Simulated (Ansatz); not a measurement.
Profile along the Nb–Nb line in Nb (bcc, W type)

Nb (bcc, W type)

```xyz
1
Lattice="-1.6513 1.6513 1.6513 1.6513 -1.6513 1.6513 1.6513 1.6513 -1.6513" Properties=species:S:1:pos:R:3 pbc="T T T"
Nb     0.0000     0.0000     0.0000
```

Fields along a shortest Nb–Nb line of a {211} plane (2.86 Å), from Nb to Nb, interpolated on the slice's grid (step about 0.1 Å). Calculation: r2SCAN (plane waves to 500 eV, PAW, scalar-relativistic; Ansatz, a quantum-chemistry and plane-wave program). k mesh 20×20×20. Near the nuclei the fields are pseudised (PAW); where an atom keeps semicore shells as valence, they peak there. Nb is run without spin polarisation. Nb was relaxed with its symmetry unable to fall.

```csv
distance from Nb (Å),valence electron density (e/Å³),electron localisation function
0.00,4.20,x
0.29,5.14,x
0.57,3.80,0.78
0.86,1.25,0.56
1.14,0.40,0.22
1.43,0.28,0.24
1.72,0.40,0.22
2.00,1.25,0.56
2.29,3.80,0.78
2.57,5.14,x
2.86,4.20,x
```

x: too close to a nucleus for the ELF to mean much.

Density on the Nb–Nb line (2.86 Å) at its midpoint: 0.28 e/Å³. ELF at that point: 0.24.
